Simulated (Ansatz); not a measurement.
Pt₃W:
```
Pt3W
1.0
   -1.92590     1.92590     3.97143
    1.92590    -1.92590     3.97143
    1.92590     1.92590    -3.97143
Pt W
3 1
Direct
  0.75000   0.25000   0.50000
  0.25000   0.75000   0.50000
  0.50000   0.50000   0.00000
  0.00000   0.00000   0.00000
```

Relaxed with LDA. Special points in fractions of this cell's reciprocal vectors: Γ (0.000, 0.000, 0.000); X (0.000, 0.000, 0.500); P (0.250, 0.250, 0.250); N (0.000, 0.500, 0.000); M (0.500, 0.500, -0.500); S (0.309, 0.691, -0.309); S0 (-0.309, 0.309, 0.309); R (-0.118, 0.118, 0.500); G (0.500, 0.500, -0.118).

List the band energies nearest the Fermi level at these points for LDA in the plane-wave PAW code Ansatz.

In eV from the Fermi level; about four levels below and three above (degenerate sets whole), none deeper than 8.9 eV; points with the same levels are listed once.

| k | below | above |
|---|---|---|
| Γ | -2.80 -2.41 -1.56 -0.26 | 0.16 1.17 1.31 |
| X | -1.92 -1.04 -0.94 -0.64 | 0.71 1.26 1.32 |
| P | -2.87 -2.87 -2.78 -1.25 | 0.55 0.55 1.12 |
| N | -1.76 -1.01 -0.76 -0.46 | 0.16 1.42 1.84 |
| M | -1.57 -1.57 -1.33 -0.70 | 0.15 1.60 1.71 |
| S | -1.74 -1.32 -0.73 -0.26 | 0.44 1.83 2.10 |
| R | -1.80 -1.68 -1.66 -0.88 | 1.23 1.24 1.30 |

Space group I4/mmm. The first step of the workflow began from a Materials Project structure, measured or hypothetical; the Crystallography Open Database copy checked does not list it. Its standing as an ambient phase is unchecked. The cell was relaxed with LDA under the symmetry of its start; whether a distortion lowers the energy is not shown. No spin polarisation was allowed. Spin–orbit coupling is left out wherever it is not named.

Potentials: the later of the program's two PAW sets.
